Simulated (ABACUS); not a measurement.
Consider a self-consistent single point of CsPbBr3 (I4/mcm, 20 atoms in the cell; from Materials Project mp-1014168, changed as shown).

```
CsPbBr3
1.0
    8.30602     0.00000     0.00000
    0.00000     8.30602     0.00000
    0.00000     0.00000    12.24487
Cs Pb Br
4 4 12
Direct
  0.00000   0.50000   0.25000
  0.50000   0.00000   0.25000
  0.50000   0.00000   0.75000
  0.00000   0.50000   0.75000
  0.00000   0.00000   0.00000
  0.50000   0.50000   0.00000
  0.50000   0.50000   0.50000
  0.00000   0.00000   0.50000
  0.00000   0.00000   0.25000
  0.50000   0.50000   0.25000
  0.18452   0.68452   0.00000
  0.81548   0.31548   0.00000
  0.31548   0.18452   0.00000
  0.68452   0.81548   0.00000
  0.50000   0.50000   0.75000
  0.00000   0.00000   0.75000
  0.68452   0.18452   0.50000
  0.31548   0.81548   0.50000
  0.81548   0.68452   0.50000
  0.18452   0.31548   0.50000
```

Method: LDA (PW92), numerical atomic orbitals TZP (confined pseudo-atomic orbitals with Gaussian additions; energy shift 0.01 Ry), PseudoDojo 0.4 standard norm-conserving LDA (tails mended) pseudopotentials (ABACUS).

ABACUS settings:

* **basis**: TZP numerical atomic orbitals, energy shift 0.01 Ry
* **KPT**: Gamma 3 3 2 0 0 0
* **basis_type**: lcao
* **dft_functional**: PWLDA
* **ecutwfc**: 100 Ry
* **smearing_method**: gaussian
* **smearing_sigma**: 0.00367493 Ry
* **potentials**: PseudoDojo 0.4 standard norm-conserving LDA (tails mended)
* **symmetry**: 1
* **symmetry_prec**: 1e-05
* **ks_solver**: genelpa
* **scf_nmax**: 100
* **scf_thr**: 1.0e-06
* **mixing_type**: broyden
* **mixing_beta**: 0.7

Results:

- Number of valence electrons = 176
- Number of bands = 106
- Number of k-points after the program's reduction = 6
- Size of the basis = 400
- Number of SCF iterations = 9
- Free energy E − TS = -15370.7313 eV
- Pressure = -4.05 GPa

Stress (GPa, positive for compression):
```
-3.96   0.00   0.00
 0.00  -3.96   0.00
 0.00   0.00  -4.24
```

For comparison: a first run was changed to give this one (volume scaled by 1.04), and from it to this one the free energy rises by 37.8 meV/atom and the pressure goes from -3.38 to -4.05 GPa.

Spin-orbit coupling is left out, which matters for bands and gaps with elements this heavy. The atom-centred basis is finite, which shifts total energies and pressures against plane waves. The structure comes from a collection of computed structures, made at another level of theory; the collection holds predicted forms beside known ones.

Cost on one core: very roughly 60 core-seconds.

The atomic orbitals were generated for these runs; they are not ABACUS's published sets and were checked against plane waves on a few crystals only.

“Tails mended”: in these copies of the files the far tail of each local potential was reset to the Coulomb form.
